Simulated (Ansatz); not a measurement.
Values for one crystal, relaxed and computed with r²SCAN (plane waves, PAW; program Ansatz); other levels are named.

```yaml
volume_per_atom: 26.12 Å³
electronic_character: metallic (no gap)
Formation energy from the elements (no fitted shifts): -1.18 eV/atom
Density of states at the Fermi level: 0.17 states/eV per atom (mean over ±0.08 eV)
```

Question: Pick the material that matches.
(A) PbO2, rutile
(B) ZrBr, R-3m (Zr on 6c, Br on 6c)
(C) Ge2W, P6/mmm (W on 1a, Ge on 2d)
(D) ZrC, rock salt

Answer: B, ZrBr, R-3m (Zr on 6c, Br on 6c)

The first step of the workflow began from a Materials Project structure, measured or hypothetical; the Crystallography Open Database files this formula in space group No. 166, but the cells were not matched. Its standing as an ambient phase is unchecked. The r²SCAN relaxation kept the symmetry of its start; its stability against distortions is not shown here. No spin polarisation was allowed. A crystal of weakly bound layers computed without a dispersion correction: the cell and the soft elastic constants depend strongly on that. The references are the lowest solids computed at this level, not always the standard phases. Scalar-relativistic: spin–orbit coupling is off unless named, which matters more the heavier the elements.

Potentials: the later of the program's two PAW sets.
